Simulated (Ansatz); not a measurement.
Values for one crystal, relaxed and computed with r²SCAN in the plane-wave PAW code Ansatz; other levels are named.

- Volume per atom = 5.72 Å³
- Band gap = 3.16 eV (smallest direct gap 3.18 eV)
- Hole effective mass = 0.41, 0.51, 0.98 mₑ (principal values)
- Valence-band maximum = at X (k = 0.500, 0.500, 0.500)
- Conduction-band minimum = on the Γ–X line, 86 % of the way from Γ (k = 0.430, -0.430, 0.430) (2 equivalent valleys)
- HSE06 gap on the r²SCAN cell = 3.96 eV
- Bulk modulus (Birch–Murnaghan fit) = 3840 kbar

Q: Pick the material that matches.
A. Br, molecular I2 type
B. C, Ibam (C on 8j, C on 4a)
C. I, molecular I2 type
D. B, α-B12

A: B, C, Ibam (C on 8j, C on 4a)

The start of the workflow was typed in or built on a structure type; neither database checked (COD, Materials Project) lists it. It is not the phase usual at ambient conditions (space group No. 194, 227). The cell was relaxed with r²SCAN under the symmetry of its start; whether a distortion lowers the energy is not shown. The volume moved by 19 % from the start of the relaxation.

Potentials: the earlier of the program's two PAW sets.
